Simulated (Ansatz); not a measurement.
Ansatz input

```yaml
crystal:
  lattice:
    - [4.352886149, 0.0, 0.0]
    - [-2.1764430745, 3.7697099848, 0.0]
    - [0.0, 0.0, 2.6782435752]
  atoms:
    - { symbol: Zn, position: [1.0, 0.0, 0.0] }
    - { symbol: Zn, position: [0.3333333333, 0.6666666667, 0.5] }
    - { symbol: Zn, position: [0.6666666667, 0.3333333333, 0.5] }
hamiltonian:
  xc: r2scan
  pseudopotentials:
    kind: paw
    azcp:
      Zn: "pseudopotentials/Zn.paw.azcp"
basis:
  ecutwfc: 500
  fft_grid_basis: typed
kpoints:
  mp_grid: { grid: [10, 10, 13], shift: [0, 0, 0] }
magnetization:
  spin_polarized: false
scf:
  occupations: { method: fermi_dirac, width: 0.1 }
  lower_state_search: "off"
output:
  stress: true
  write_density: true
  write_potential: true
  elf: true
  volumetric_format: npy
```

Terminal output

```
Engine: ansatz 0.2.0, x86_64-unknown-linux-gnu
Pseudopotentials: kind: paw
Pseudopotential: Zn, paw, valence charge 12, recommended cutoff 500 eV (meta_gga) 
Functional definition: r2SCAN
  parameter k0 = 0.174
  parameter k1 = 0.065
  parameter a1 = 4.9479
  exchange = r2scan_x(k0 = k0, k1 = k1, a1 = a1)
  correlation = r2scan_c
Crystal: 3 atoms, lattice volume = 43.948 Å³
Basis set: ecut = 500 eV, 1119 PW (Γ), exchange–correlation on 128×128×80 points (64 copies of the dense FFT grid, shifted against one another)
Bands: 22, of which v1, the nominal top of the filled ones, is band 18 counted from 1 (17 counted from 0)
Symmetry: 24 space group operations
Space group: P6/mmm (ITA 191), of the structure as read, at distance tolerance 3.5e-5 Å
k-points: 98 of 1300
Non-local potential: Zn, projectors of the file, l = 0: 2, l = 1: 2, l = 2: 3, l = 3: 1
PAW form: soft (Blöchl's): semilocal exchange-correlation on the pseudo side does not see the compensation charge
PAW frozen core: Zn, regenerated for the run's functional (the file was generated under x = pbe(κ = 0.804, μ = 0.2195149727645171), c = pbe(β = 0.06672455060314922))
PAW one-centre angular grid: Zn, 590 points (default); XC on 261 of its mesh's 2673 points in the sphere
Initial density: superposition of atomic densities (neutral atoms: chi_scale 0, normalization atom), corrected by the library's trained network
Initial wavefunctions: pseudopotential atomic-orbital guess
Functional: x = r2scan, c = r2scan; τ floored in thin density (d = 2e-4 eV/Å³)
SCF iter   1: F=-9976.583320 eV  HF=-9976.711326 eV  |F-HF|=1.28e-1  |Δ(HF+E_count)|=         —  Δρ=2.39e-2  dr2=1.22e-1  dr2_τ=3.07e-3  ethr=1.77e-3  ⟨swp⟩=5.4  Hψ=10194  notcnv=0
SCF iter   2: F=-9976.673167 eV  HF=-9976.685160 eV  |F-HF|=1.20e-2  |Δ(HF+E_count)|=   2.62e-2  Δρ=1.61e-3  dr2=5.64e-4  dr2_τ=5.41e-4  ethr=3.40e-4  ⟨swp⟩=2.0  Hψ=5464  notcnv=0  defer=3
SCF iter   3: F=-9976.679209 eV  HF=-9976.680218 eV  |F-HF|=1.01e-3  |Δ(HF+E_count)|=   4.94e-3  Δρ=3.07e-3  dr2=2.05e-3  dr2_τ=4.87e-6  ethr=1.57e-6  ⟨swp⟩=3.5  Hψ=5784  notcnv=0  defer=3
SCF iter   4: F=-9976.679574 eV  HF=-9976.679559 eV  |F-HF|=1.43e-5  |Δ(HF+E_count)|=   6.59e-4  Δρ=3.26e-4  dr2=2.04e-5  dr2_τ=2.43e-7  ethr=1.57e-6  ⟨swp⟩=2.0  Hψ=4311  notcnv=0  defer=3
SCF iter   5: F=-9976.679555 eV  HF=-9976.679600 eV  |F-HF|=4.50e-5  |Δ(HF+E_count)|=   4.05e-5  Δρ=3.03e-4  dr2=2.99e-5  dr2_τ=1.04e-7  ethr=5.66e-8  ⟨swp⟩=2.0  Hψ=3959  notcnv=0  defer=3
SCF iter   6: F=-9976.679588 eV  HF=-9976.679589 eV  |F-HF|=3.68e-7  |Δ(HF+E_count)|=   1.13e-5  Δρ=6.54e-5  dr2=8.85e-7  dr2_τ=3.91e-9  ethr=5.66e-8  ⟨swp⟩=2.0  Hψ=3891  notcnv=0  defer=3
SCF iter   7: F=-9976.679589 eV  HF=-9976.679589 eV  |F-HF|=2.15e-8  |Δ(HF+E_count)|=   5.62e-9  Δρ=1.71e-5  dr2=5.57e-8  dr2_τ=1.58e-10  ethr=2.78e-10  ⟨swp⟩=9.9  Hψ=17771  notcnv=0
SCF 1 converged in 7 iterations: F = -9976.679589 eV  dr2 = 5.57e-8
SCF converged after 7 iterations
Free energy (F): -9976.679589 eV
Harris-Foulkes:  -9976.679589 eV  (|F-HF|=2.15e-8)
Internal energy: -9976.652026 eV  (E = F + TS)
E sigma→0 (E₀):  -9976.665807 eV
Entropy (-TS):   -0.027562 eV (-9.187 meV/atom)
Fermi energy:    11.675130 eV
--- Per-component energies (eV) ---
  E_band       = 148.889026
  E_kinetic    = 391.946172
  E_local      = -4546.305249  (includes V_loc(G=0)·N_el)
  E_nonlocal   = 1841.803208
  E_hartree    = 1914.152688
  E_xc         = -373.781535
  E_vxc        = -164.509109  (∫ρ·V_xc dr)
  E_paw        = -5538.822951  (= ΣΔE_a)
  E_vpaw       = -1211.990490  (= ΣTr[D̂ρ^β])
  E_aug_tail   = -0.000129  (compensation charges beyond the density's cutoff)
  E_vtau       = 9.659128  (kinetic-family band-sum trace: ∫τ·v_τ [+ j·A + Jᵃ·Aᵃ] dr)
  E_ewald      = -3665.096373
  E_core_change = -0.547856  (= ΣΔE_core)
  E_smearing   = -0.027562  (= −TS)
  E_closure    = 0.000000  (closes the sum)
  Σ components = -9976.679589   (vs F -9976.679589, Δ=0.00e0)
--- Stress (GPa, compression-positive) ---
       -0.243476       0.000000       0.000000
       -0.000000      -0.243476       0.000000
        0.000000       0.000000       0.154242
  P = ⅓ Tr σ = -0.1109 GPa (-1.109 kbar)
--- Band table (eV; the first three rows and the last of 98) ---
  k-point 0: bands = ["0.2912", "2.7004", "3.2754", "3.2845", "3.2845", "3.3386", "3.3819", "3.3819", "3.5532", "3.5532", "3.7092", "3.7092", "3.7341", "3.7341", "4.1628", "4.1628", "12.2975", "12.2975", "12.3686", "12.3686", "13.0448", "13.2081"]
  k-point 1: bands = ["0.4237", "2.7442", "3.2594", "3.2594", "3.3329", "3.3436", "3.3436", "3.3781", "3.5107", "3.5107", "3.7438", "3.7438", "3.7590", "3.7590", "4.1519", "4.1519", "12.4342", "12.4342", "12.5211", "12.5211", "13.1362", "13.2934"]
  k-point 2: bands = ["0.8123", "2.8673", "3.1759", "3.1759", "3.2504", "3.2504", "3.4691", "3.4691", "3.4940", "3.4968", "3.7533", "3.7533", "3.8362", "3.8362", "4.1281", "4.1281", "12.8357", "12.8357", "12.9709", "12.9709", "13.4183", "13.5546"]
  k-point 97: bands = ["2.6771", "2.9147", "3.0387", "3.1054", "3.1939", "3.2460", "3.3275", "3.4826", "3.6166", "3.7109", "3.8137", "4.1239", "4.2025", "4.2188", "4.2571", "8.6453", "9.6283", "10.1466", "11.0835", "11.8920", "12.3302", "19.5318"]
```

Command:

```sh
ansatz run input.yaml --threads 1 --pin off --max-ram 3584MiB --backend cpu --events-out ev --progress --plain --runs-dir out
```

On 1 thread of Intel(R) Xeon(R) Platinum 8259CL CPU @ 2.50GHz (Skylake/Cascade Lake) (shared host) this took about 29 s of wall time and 29 s of CPU time.
